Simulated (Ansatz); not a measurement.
Method: DFT PBE, scalar-relativistic, plane waves, PAW in Ansatz. All cells share a 420 eV cutoff and Γ-centred k meshes spaced at most about 0.3 Å⁻¹ (about 0.25 or finer for metals, 2π included). No spin polarisation in the final relaxations.

Temperature and zero-point effects are left out. All come from trial cells, and lower structures may exist.

**Question.** Which of these relaxed structures of Si5S is the lowest in energy?
A.

```cif
data_structure
_symmetry_space_group_name_H-M 'Pmma'
_symmetry_Int_Tables_number 51
_cell_length_a 4.7123
_cell_length_b 4.7528
_cell_length_c 8.4627
_cell_angle_alpha 90.000
_cell_angle_beta 90.000
_cell_angle_gamma 90.000
_cell_volume 189.54
loop_
_atom_site_label
_atom_site_type_symbol
_atom_site_symmetry_multiplicity
_atom_site_Wyckoff_symbol
_atom_site_fract_x
_atom_site_fract_y
_atom_site_fract_z
_atom_site_occupancy
Si1 Si 2 f 0.25000 0.50000 0.27149 1
Si2 Si 2 f 0.75000 0.50000 0.37060 1
Si3 Si 2 f 0.25000 0.50000 0.94929 1
Si4 Si 2 e 0.75000 0.00000 0.45270 1
Si5 Si 2 e 0.25000 0.00000 0.84455 1
S1 S 2 e 0.75000 0.00000 0.78709 1
```

B.

```cif
data_structure
_symmetry_space_group_name_H-M 'P-62m'
_symmetry_Int_Tables_number 189
_cell_length_a 4.7640
_cell_length_b 4.7640
_cell_length_c 4.5737
_cell_angle_alpha 90.000
_cell_angle_beta 90.000
_cell_angle_gamma 120.000
_cell_volume 89.90
loop_
_atom_site_label
_atom_site_type_symbol
_atom_site_symmetry_multiplicity
_atom_site_Wyckoff_symbol
_atom_site_fract_x
_atom_site_fract_y
_atom_site_fract_z
_atom_site_occupancy
Si1 Si 3 f 0.64478 0.00000 0.00000 1
Si2 Si 2 d 0.33333 0.66667 0.50000 1
S1 S 1 b 0.00000 0.00000 0.50000 1
```

C.

```cif
data_structure
_symmetry_space_group_name_H-M 'P6/mmm'
_symmetry_Int_Tables_number 191
_cell_length_a 4.6538
_cell_length_b 4.6538
_cell_length_c 4.9047
_cell_angle_alpha 90.000
_cell_angle_beta 90.000
_cell_angle_gamma 120.000
_cell_volume 91.99
loop_
_atom_site_label
_atom_site_type_symbol
_atom_site_symmetry_multiplicity
_atom_site_Wyckoff_symbol
_atom_site_fract_x
_atom_site_fract_y
_atom_site_fract_z
_atom_site_occupancy
Si1 Si 2 d 0.33333 0.66667 0.50000 1
Si2 Si 2 c 0.33333 0.66667 0.00000 1
Si3 Si 1 a 0.00000 0.00000 0.00000 1
S1 S 1 b 0.00000 0.00000 0.50000 1
```

D.

```cif
data_structure
_symmetry_space_group_name_H-M 'P-6m2'
_symmetry_Int_Tables_number 187
_cell_length_a 3.4700
_cell_length_b 3.4700
_cell_length_c 9.5134
_cell_angle_alpha 90.000
_cell_angle_beta 90.000
_cell_angle_gamma 120.000
_cell_volume 99.20
loop_
_atom_site_label
_atom_site_type_symbol
_atom_site_symmetry_multiplicity
_atom_site_Wyckoff_symbol
_atom_site_fract_x
_atom_site_fract_y
_atom_site_fract_z
_atom_site_occupancy
Si1 Si 2 i 0.66667 0.33333 0.81391 1
Si2 Si 2 g 0.00000 0.00000 0.65843 1
Si3 Si 1 f 0.66667 0.33333 0.50000 1
S1 S 1 a 0.00000 0.00000 0.00000 1
```

**Answer.** A. It has space group Pmma (No. 51); the next, C, with space group P6/mmm (No. 191), lies 85 meV/atom higher. Counting Si atoms around S (those within 1.25 times the shortest such distance or 1.15 times the sum of covalent radii; a plus sign parts nearer from farther groups), the lowest has S 4+1 and the next has S 2+6. The lowest holds Si–Si bonds in all directions (shortest 2.48 Å); the next holds Si–Si chains (shortest 2.45 Å). Even the lowest lies +0.23 eV/atom against the elements.

Cells relaxed within their symmetry can be saddle points. The Pmma cell of Si5S came from shaking the P-62m one. Some types were kept out of the candidates beforehand, so the set may lack a known form.
